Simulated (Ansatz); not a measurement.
The numbers come from plane-wave PAW DFT (Ansatz): r2SCAN, no spin polarisation, 500 eV, 5×5×10 Γ-centred k points, fermi-dirac occupations (width 0.1 eV). Nothing was relaxed.

Computed maps in the lattice plane spanned by a (left to right, 7.30 Å, 22 points from zero) and b (bottom to top, 7.30 Å, 22 points from zero), 90° apart, at height 0.000 along c. The fields are smooth PAW ones with compensation charges, not the true ones near nuclei.

Valence density. Digits on a logarithmic scale: 0 up to 0.03 e/Å³, each further digit a factor of 1.6, 9 from 1.3 e/Å³ up:
```
9997568999976665545799
9986569999986555445689
7765569999986554444567
5554569999975544555555
5444557999865445556666
6544555666654445579998
7554455555555545699999
8655444456777655699999
8655544568999865699999
7666554579999975689999
6788765579999975567887
7999986579999975455666
8999996568999865445556
8999996556777654444556
7999996545555555554455
6899975544456666555445
5666655544568999755444
5555555445579999965455
7765444455689999965567
9986544555689999965689
9997545566679999865799
9997556788767887655799
```

ELF. Ten even steps from '0' (0.00) to '9' (0.55):
```
0155435999734444445551
4565438968954565545565
6555449946964666655555
4555547999954567765444
4445654798534567654433
3456765443344456547985
5456776544445555479999
6466665555565554499469
5456554556545654389689
3444444555101554359997
4356534464000464435653
3799953455101555444444
5986983456545655455654
6964994455565555566664
5999974555544445677654
3589745654443344567654
4334456765435897456544
4444567765459999745555
6555556666469649944555
4565545565459869834565
0155544444437999534551
0046443565343565344640
```

Task: The cell is Pd2PbW2. Which atoms lie within 0.2 Å of this plane, and where (fractions of a and b)?

Result: Pb at (0.00, 0.00), Pb at (0.50, 0.50), Pd at (0.37, 0.87), Pd at (0.13, 0.37), Pd at (0.63, 0.13), Pd at (0.87, 0.63). The whole cell:
```xyz
10
Lattice="7.3025 0.0000 0.0000 0.0000 7.3025 0.0000 0.0000 0.0000 3.4306" Properties=species:S:1:pos:R:3 pbc="T T T"
W     1.2611    4.9124    1.7153
W     2.3901    1.2611    1.7153
W     6.0414    2.3901    1.7153
W     4.9124    6.0414    1.7153
Pb    0.0000    0.0000    0.0000
Pb    3.6513    3.6513    0.0000
Pd    2.7377    6.3890    0.0000
Pd    0.9135    2.7377    0.0000
Pd    4.5648    0.9135    0.0000
Pd    6.3890    4.5648    0.0000
```

Origin: a known structure type with other elements, at an estimated volume, so it need not be a known compound.
